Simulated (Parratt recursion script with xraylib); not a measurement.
**X-ray reflectivity of single films on Ge: where the minima fall**

Calculation: specular X-ray reflectivity, Parratt recursion, Névot-Croce roughness, xraylib tables; Parratt recursion script with xraylib 4.3.0.

Photon energy 6.93 keV (λ = 1.7891 Å), s polarisation. The grazing angle θ is scanned from 0.05° to 3.48° in 900 evenly spaced points, and the curve is smoothed with a Gaussian of 0.004° full width. A minimum is a scan point below both neighbours, placed by a parabola through ln R at the three points.

Each run is one film on Ge (density 5.279 g/cm³, δ = 19.64 × 10⁻⁶, rms roughness 1.5 Å) under vacuum. The film surface has an rms roughness of 5.7 Å in all runs. The refractive index is n = 1 − δ + iβ. The table lists all minima between 0.9 and 1.7°.

| run | film | thickness d (Å) | density (g/cm³) | δ (10⁻⁶) | β (10⁻⁶) | minima at θ (°) |
|---|---|---|---|---|---|---|
| A | Pd | 300 | 11.053 | 41.38 | 4.634 | 1.004, 1.153, 1.307, 1.465, 1.626 |
| B | Pt | 300 | 19.867 | ? | ? | ? |

Densities are inputs, not measurements. They were set from computed cells of the Materials Project: Pd from entry mp-2 (Fm-3m, 11.759 g/cm³, taken at 94 %); Ge from entry mp-32 (Fd-3m, 5.279 g/cm³); Pt from entry mp-126 (Fm-3m, 21.135 g/cm³, taken at 94 %). A layer's crystal structure does not enter its constants, only its composition and density.

### Question
How many minima does run B have between 0.9 and 1.7°, and where? Estimate its δ first.

### Answer
Inside a film the fringe order is m = (2d/λ)(sin²θ − 2δ)^½, with the film's own δ. Where the film's δ lies above the substrate's, its two faces reflect with opposite signs, and minima are expected at whole m.

- Run A, δ above the substrate's: the minima give m = 5.02, 6.02, 7.01, 8.01, 9.01.

Counting Z electrons an atom, δ = re λ² ρe/2π with re = 2.8179 × 10⁻⁵ Å and ρe = NA × density × ΣZ/ΣA. Check on run A, Pd: ΣZ = 46, ΣA = 106.4, ρe = 0.60221 × 11.053 × 46/106.4 = 2.878 Å⁻³, δ = 41.31 × 10⁻⁶, against 41.38 × 10⁻⁶ in the table. For the withheld run, Pt: ΣZ = 78, ΣA = 195.09, ρe = 0.60221 × 19.867 × 78/195.09 = 4.783 Å⁻³, δ = 68.66 × 10⁻⁶; the run used 65.05 × 10⁻⁶, from tables that count Z + f′ electrons. In run B the film's δ lies above the substrate's, so take whole m. The window runs from m = 3.51 to 9.14 and holds m = 4, 5, 6, 7, 8, 9. Then sin²θ = 2δ + (mλ/2d)² gives θ = 0.958, 1.087, 1.225, 1.372, 1.523, 1.678°.

The run has 6 minima, at 0.950, 1.079, 1.218, 1.365, 1.517, 1.672°. The largest distance from one of them to an estimated minimum is 0.008°, against a mean spacing of 0.144°.
